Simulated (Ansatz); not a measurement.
ZnIn₂O₄: pressure against volume

ZnIn₂O₄, Fd-3m, a = 8.925 Å. The structure is a Materials Project entry; whether it is the stable form wasn't checked. Ansatz: r2SCAN, PAW, 500 eV, Γ-centred 6×6×6 mesh on 14 atoms, Gaussian smearing 0.02 eV; no spin polarisation. Shape and atoms are relaxed at each volume; pressure is positive in compression.

| V (Å³/atom) | P (GPa) |
| --- | --- |
| 11.172 | ? |
| 11.553 | 18.45 |
| 11.934 | 11.24 |
| 12.314 | 5.16 |
| 12.695 | 0.02 |
| 13.076 | -4.31 |
| 13.457 | -7.97 |
| 13.965 | -11.96 |

Task: Take V0 = 12.695 Å³/atom, count pressures from its P0 = 0.02 GPa, fit the third-order Birch–Murnaghan form to the other rows, and predict the missing pressure.

Result: With the Eulerian strain f = ½[(V0/V)^(2/3) − 1] and y = (P − P0)/[3f(1 + 2f)^(5/2)], the form is the line y = B0 + 1.5 B0 (B0′ − 4) f. Rows (f, y): 0.03243, 161.9; 0.02104, 160.4; 0.01026, 158.7; -0.00976, 155.4; -0.01906, 154.0; -0.03079, 152.0. Means f = 0.0006867, y = 157.07; Σ(Δf)² = 0.003003, ΣΔfΔy = 0.4744; the slope is their ratio. y = 157.0 + 157.9 f GPa, so B0 = 157.0 GPa and B0′ = 4 + 2 × (157.9)/(3 × 157.0) = 4.67. At V = 11.172, f = 0.04447, y = 164.02 and P = 27.10 GPa. The run gave 27.01 GPa, so the fit is 0.09 GPa too high, a small miss on the scale of the series.

Cost: 8 runs of about 32 core-minutes in all, on Intel Xeon Processor @ 2.50GHz (Skylake/Cascade Lake) (shared hosts).